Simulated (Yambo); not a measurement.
## Na₃MoO₃F₃: lowest vertical excitons

```xyz
10
Lattice="2.7835 1.6070 4.8354 -2.7835 1.6070 4.8354 0.0000 -3.2141 4.8354" Properties=species:S:1:pos:R:3 pbc="T T T"
O     -0.6050     1.7442     8.9424
O     -1.2081    -1.3960     8.9424
O      1.8130    -0.3482     8.9424
F      0.6430    -1.8634     6.3472
F      1.2923     1.4885     6.3472
F     -1.9353     0.3749     6.3472
Na     0.0000     0.0000     3.2787
Na     0.0000     0.0000     7.3970
Na     0.0000     0.0000    10.5551
Mo     0.0000     0.0000     0.0032
```

The geometry is that of Materials Project entry mp-18753, symmetrised and not relaxed again.

BSE in Yambo on PBEsol (Quantum ESPRESSO, PseudoDojo norm-conserving, 88 Ry, no spin-orbit coupling) bands: 4×4×4 mesh, 18 valence and 7 conduction bands, static screening with 88 bands and a 3 Ry block, scissor 3.16 eV, Tamm-Dancoff; field along x.

```json
[
 {"state": "1", "energy (eV)": "3.92", "states within 2 meV": "1", "relative strength": "< 0.01", "class": "dark", "main transitions": "VB → CB (71 %)"},
 {"state": "2", "energy (eV)": "4.09", "states within 2 meV": "2", "relative strength": "0.02", "class": "weak", "main transitions": "several band pairs"},
 {"state": "3", "energy (eV)": "4.23", "states within 2 meV": "2", "relative strength": "< 0.01", "class": "dark", "main transitions": "several band pairs"},
 {"state": "4", "energy (eV)": "4.36", "states within 2 meV": "1", "relative strength": "< 0.01", "class": "dark", "main transitions": "several band pairs"},
 {"state": "5", "energy (eV)": "4.39", "states within 2 meV": "1", "relative strength": "< 0.01", "class": "dark", "main transitions": "several band pairs"},
 {"state": "6", "energy (eV)": "4.86", "states within 2 meV": "1", "relative strength": "< 0.01", "class": "dark", "main transitions": "VB−3 → CB (72 %)"},
 {"state": "7", "energy (eV)": "4.97", "states within 2 meV": "2", "relative strength": "0.06", "class": "weak", "main transitions": "several band pairs"},
 {"state": "8", "energy (eV)": "5.42", "states within 2 meV": "2", "relative strength": "1.00", "class": "strong", "main transitions": "several band pairs"},
 {"state": "9", "energy (eV)": "5.54", "states within 2 meV": "1", "relative strength": "< 0.01", "class": "dark", "main transitions": "several band pairs"},
 {"state": "10", "energy (eV)": "5.62", "states within 2 meV": "2", "relative strength": "0.15", "class": "weak", "main transitions": "several band pairs"}
]
```

These are vertical excitations (zero momentum); the indirect quasiparticle gap, about 7.19 eV, is smaller than the direct one (7.41 eV on the GW mesh). The direct quasiparticle gap on this mesh is 7.41 eV; counted from there, state 1 is bound by 3.49 eV. Convergence with the mesh was not shown.

Spin singlets only. Strengths are relative to the strongest of the lowest states of this run; strong means a line over 3 % of the spectrum's maximum, dark under 0.03 %. Absolute energies carry the error of the G0W0 scissor, whose convergence isn't established; the long-wavelength screening was taken along (1,1,1) although the crystal is anisotropic.

Spin-orbit splittings are left out.
